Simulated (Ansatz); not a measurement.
## Structures of NaPt: which is lowest?

Plane-wave DFT in Ansatz with scalar-relativistic PAW potentials, cutoff 500 eV, Γ-centred meshes chosen by cell and gap, Gaussian smearing with energies taken to zero width. Every cell was relaxed (cell and atoms) in a run of its own, within the symmetry of its start. Functional: r2SCAN.

Relaxed structures (starts from databases or built by putting these elements on another compound's sites):
A. Pm-3m, 2 atoms in the computed cell, a = 3.237 Å; sites (symmetry × multiplicity) Na m-3m × 1, Pt m-3m × 1; start: built
B. P2_13, 8 atoms in the computed cell, a = 5.207 Å; sites (symmetry × multiplicity) Na .3. × 4, Pt .3. × 4; start: built
C. P6/mmm, 6 atoms in the computed cell, a = 5.374 Å, c = 4.741 Å; sites (symmetry × multiplicity) Na mmm × 3, Pt -6m2 × 2 + 6/mmm × 1; start: built

**Question.** Rank them by energy. Could pressure change the order?

**Answer.**
| structure | group | E − E(lowest) (meV/atom) | V (Å³/atom) | gap on mesh (eV) |
| --- | --- | --- | --- | --- |
| A | Pm-3m | 0.0 | 16.96 | 0.00 |
| B | P2_13 | 80 | 17.64 | 0.00 |
| C | P6/mmm | 575 | 19.76 | 0.00 |

A is lowest, 80 meV/atom under B. The lowest is also the densest of these, so pressure wouldn't bring one of the others in at first order. Other structures may lie lower than all of these, and vibrations aren't counted.

Spin-orbit coupling is left out, which matters for the bands of heavy elements.